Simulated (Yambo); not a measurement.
G0W0@LDA for SiO$_{2}$ (α-cristobalite, space group P4_12_12, No. 92) in Yambo. Reference settings: 2×2×2 Γ-centred k mesh, 320 bands and a 8 Ry block in the screening, 320 bands in G with the Bruneval-Gonze terminator, plasmon pole fitted at 27.2 eV. The LDA gap Γ → Γ on this mesh is 5.52 eV; G0W0 gaps are taken between the same points.

The settings were changed. The gap went from 8.70 eV to 8.60 eV, and the shift of the valence edge from -1.84 eV to -1.65 eV.

Problem. What was changed between the two runs?
A. 204 bands in G
B. 2 Ry block
C. pole fitted at 40 eV
D. no random integration

Solution. D, no random integration. The others gave (gap, valence shift): 2 Ry block: 8.96, -2.20 eV; 204 bands in G: 8.70, -1.84 eV; pole fitted at 40 eV: 8.73, -1.88 eV.

Geometry of the Materials Project entry, not relaxed at this level; primitive cell a = b = 4.993 Å, c = 6.934 Å, α = β = γ = 90.00°.

This is not the ordinary phase of the substance.

A shift is the quasiparticle energy of the state minus its LDA energy.
